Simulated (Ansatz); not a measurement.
Here is the system:

ZrGe in space group P6/mmm (No. 191; Zr on 3f, Ge on 1a, Ge on 2d), a = b = 6.3007 Å, c = 4.1202 Å, α = β = 90.00°, γ = 120.00°.

This is the PBE-relaxed structure.

All from plane-wave PAW PBE (Ansatz code), unless another level is named. Give the electronic character.

metallic (no gap).

Predict the formation energy from the elements (no fitted shifts).

-0.26 eV/atom.

Give the density of states at the Fermi level.

1.0 states/eV per atom (mean over ±0.08 eV).

A made-up cell: these elements were put on the sites of a structure type; neither database checked (COD, Materials Project) lists it. Its standing as an ambient phase is unchecked. The PBE relaxation kept the symmetry of its start; its stability against distortions is not shown here. No spin polarisation was allowed. The references are the lowest solids computed at this level, not always the standard phases. Scalar-relativistic: spin–orbit coupling is off unless named, which matters more the heavier the elements.

Potentials: the later of the program's two PAW sets.
